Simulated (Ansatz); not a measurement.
Space group I4/mmm (No. 139). a = 4.270 Å, b = 4.270 Å, c = 10.094 Å, α = 90.00°, β = 90.00°, γ = 90.00°
```
atom site symmetry x y z
  Ca    2a     4/mmm  0.0000  0.0000  0.0000
  Ge    4e       4mm  0.0000  0.0000  0.3762
  Pd    4d      -4m2  0.0000  0.5000  0.2500
```

Equation of state of this CaGe2Pd2 structure (not necessarily the ground state), with shape and atoms relaxed at each volume where symmetry leaves them free. It has no gap at any of these volumes. All numbers below come from DFT PBEsol, scalar-relativistic, plane waves, PAW (Ansatz 0.2.0).

Cutoff 420 eV; k points 12×12×12 on the computed 5-atom cell (Γ-centred); Gaussian smearing, width 0.10 eV; no spin polarisation.

```json
{"V (Å³/atom)": "16.195", "E − E(largest V) (meV/atom)": "55.22", "P (GPa)": "16.38"}
{"V (Å³/atom)": "16.747", "E − E(largest V) (meV/atom)": "7.98", "P (GPa)": "11.25"}
{"V (Å³/atom)": "17.299", "E − E(largest V) (meV/atom)": "-23.15", "P (GPa)": "6.89"}
{"V (Å³/atom)": "17.851", "E − E(largest V) (meV/atom)": "-40.39", "P (GPa)": "3.16"}
{"V (Å³/atom)": "18.403", "E − E(largest V) (meV/atom)": "-45.73", "P (GPa)": "0.00"}
{"V (Å³/atom)": "18.955", "E − E(largest V) (meV/atom)": "-41.02", "P (GPa)": "-2.68"}
{"V (Å³/atom)": "19.507", "E − E(largest V) (meV/atom)": "-27.96", "P (GPa)": "-4.88"}
{"V (Å³/atom)": "20.243", "E − E(largest V) (meV/atom)": "0.00", "P (GPa)": "-7.22"}
```

Fit a third-order Birch–Murnaghan equation to E(V).

V0 = 18.41 Å³/atom, B0 = 96 GPa, B0' = 4.6.